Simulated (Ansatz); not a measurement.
Input:

NaWO₃:
```xyz
5
Lattice="3.8757 0.0000 0.0000 0.0000 3.8757 0.0000 0.0000 0.0000 3.8757" Properties=species:S:1:pos:R:3 pbc="T T T"
Na     0.0000     0.0000     0.0000
W      1.9378     1.9378     1.9378
O      1.9378     1.9378     0.0000
O      0.0000     1.9378     1.9378
O      1.9378     0.0000     1.9378
```

This is the r²SCAN-relaxed structure.

Q: All from the program Ansatz at the r²SCAN level (PAW), unless another level is named. Estimate the Debye temperature from the elastic constants.

A: 578 K.

Q: And the elastic constants (relaxed ions, GPa)?

A: C11 = 510, C12 = 90.6, C44 = 73.1.

Space group Pm-3m (cubic perovskite). The workflow started from an entry of the Crystallography Open Database (COD). Its standing as an ambient phase is unchecked. The r²SCAN relaxation kept the symmetry of its start; of distortions, only those at the zone centre were tested. No spin polarisation was allowed. No Hubbard U is applied. With an odd number of electrons in the cell and no spin polarisation, the count alone makes it a metal. As this level gives no gap, shear constants depend on the k-mesh and smearing (Fermi–Dirac, 0.1 eV here). Spin–orbit coupling is left out wherever it is not named.

Potentials: the later of the program's two PAW sets.
